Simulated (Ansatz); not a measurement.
In$_{2}$Se$_{3}$:
```yaml
crystal:
  lattice:
    - [4.05367, 0.00000, 0.00000]
    - [-2.02684, 3.51058, 0.00000]
    - [0.00000, 0.00000, 19.17695]
  atoms:
    - { symbol: Se, position: [0.66667, 0.33333, 0.99645] }
    - { symbol: In, position: [0.00000, 0.00000, 0.06727] }
    - { symbol: Se, position: [0.33333, 0.66667, 0.15197] }
    - { symbol: In, position: [0.33333, 0.66667, 0.28500] }
    - { symbol: Se, position: [0.66667, 0.33333, 0.34882] }
    - { symbol: Se, position: [0.00000, 0.00000, 0.49290] }
    - { symbol: In, position: [0.33333, 0.66667, 0.56366] }
    - { symbol: Se, position: [0.66667, 0.33333, 0.64837] }
    - { symbol: In, position: [0.66667, 0.33333, 0.78141] }
    - { symbol: Se, position: [0.00000, 0.00000, 0.84505] }
```

Relaxed with PBE+D3(BJ). Special points in fractions of this cell's reciprocal vectors: Γ (0.000, 0.000, 0.000); M (0.500, 0.000, 0.000); K (0.333, 0.333, 0.000); A (0.000, 0.000, 0.500); L (0.500, 0.000, 0.500); H (0.333, 0.333, 0.500).

List the band energies nearest the valence-band maximum at these points for the program Ansatz at the PBE+D3(BJ) with spin–orbit coupling level (PAW).

In eV from the valence-band maximum; about four levels below and three above (degenerate sets whole), none deeper than 8.9 eV; points with the same levels are listed once.

```csv
k,below,above
Γ,-0.13 -0.13 -0.03 -0.03,0.46 0.46 1.54 1.54
M,-0.33 -0.33 -0.17 -0.17,1.44 1.44 1.56 1.56
K,-0.52 -0.50 -0.45 -0.44,2.20 2.22 2.45
A,-0.11 -0.11 -0.03 -0.03,1.06 1.06 1.08 1.08
L,-0.29 -0.29 -0.21 -0.21,1.27 1.27 1.74 1.74
H,-0.55 -0.49 -0.40 -0.35,2.05 2.08 2.50
```

Space group P3m1. The start of the workflow was typed in or built on a structure type; neither database checked (COD, Materials Project) lists it. COD files the formula under space group No. 160, 166, 169, 170. Whether it is the stable phase at ambient conditions was not checked. The PBE+D3(BJ) relaxation kept the symmetry of its start; whether a distortion lowers the energy is not shown.

Potentials: the later of the program's two PAW sets.
